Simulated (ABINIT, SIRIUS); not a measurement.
This is a calculation of AlIn for ABINIT 10.8.3 (patched build). The cell comes from a database or a generator and needn't be the stable form of this composition.

run.abi

```
# Pseudopotentials
pp_dirpath "./"
pseudos "Al.GGA_PBE-JTH.xml, In.GGA_PBE-JTH.xml"

# Structure
structure "poscar:POSCAR"
natom 2

# Plane-wave basis
ecut 598.650497 eV
pawecutdg 44.0
pawxcdev 0

# k points
kptopt 1
ngkpt 10 10 5
nshiftk 1
shiftk 0.0 0.0 0.0

# Exchange and correlation
ixc 11

# Bands and occupations
nband 12
occopt 3
tsmear 0.05 eV

# SCF cycle
nstep 100
tolvrs 1.0e-9

# Output
iomode 3
prtwf 0
prtden 0
prteig 0
prtebands 0
```

POSCAR

```
AlIn
1.0
    3.0541300000      0.0000000000      0.0000000000
   -1.5270700000      2.6449600000      0.0000000000
    0.0000000000      0.0000000000      5.8280200000
Al In
1 1
Direct
    0.0000000000      0.0000000000      0.0000000000  Al
    0.0000000000      0.0000000000      0.5000000000  In
```

Potentials or basis: JTH PAW PBE v2.0.

Command:

```console
$ abinit run.abi > log 2>&1
```

Q: Set up the same calculation for SIRIUS 7.10.0. Potentials or basis there: PseudoDojo 0.4.1 PBE standard (scalar relativistic), cutoff 960 eV.

A: As run (cutoffs and basis follow the program's own potentials, and thresholds, step limits or extra output files can differ):

Contents of sirius.json:

```json
{
  "control": {
    "processing_unit": "cpu",
    "verbosity": 2,
    "num_bands_to_print": 15,
    "print_forces": true,
    "print_stress": true
  },
  "parameters": {
    "electronic_structure_method": "pseudopotential",
    "xc_functionals": ["XC_GGA_X_PBE", "XC_GGA_C_PBE"],
    "gk_cutoff": 8.4,
    "pw_cutoff": 16.8,
    "ngridk": [10, 10, 5],
    "shiftk": [0, 0, 0],
    "smearing": "fermi_dirac",
    "smearing_width": 0.0018374661,
    "num_bands": 15,
    "num_mag_dims": 0,
    "num_dft_iter": 100,
    "energy_tol": 1e-08,
    "density_tol": 1e-06
  },
  "iterative_solver": {
    "type": "davidson",
    "min_tolerance": 1e-09,
    "tolerance_scale": [0.1, 0.25]
  },
  "mixer": {
    "type": "anderson",
    "beta": 0.7,
    "max_history": 8
  },
  "settings": {
    "tol_ne": 1e-10,
    "pseudo_grid_cutoff": 6.5
  },
  "unit_cell": {
    "lattice_vectors": [
      [1.0, 0.0, 0.0],
      [-0.500001637127, 0.866027313834, 0.0],
      [0.0, 0.0, 1.908242281763]
    ],
    "lattice_vectors_scale": 5.771469249,
    "atom_coordinate_units": "lattice",
    "atom_types": ["Al", "In"],
    "atom_files": {
      "In": "In.json",
      "Al": "Al.json"
    },
    "atoms": {
      "Al": [
        [0.0, 0.0, 0.0]
      ],
      "In": [
        [0.0, 0.0, 0.5]
      ]
    }
  }
}
```

Potentials or basis: PseudoDojo 0.4.1 PBE standard (scalar relativistic).

Run with:

```bash
$ upf_to_json In.upf
$ upf_to_json Al.upf
$ OMP_NUM_THREADS=1 sirius.scf --input=sirius.json --output=out.json --task=0
```

Both were run:

|  | ABINIT | SIRIUS |
| --- | --- | --- |
| Pressure | -0.2 GPa | -0.2 GPa |

Pressure is positive in compression.
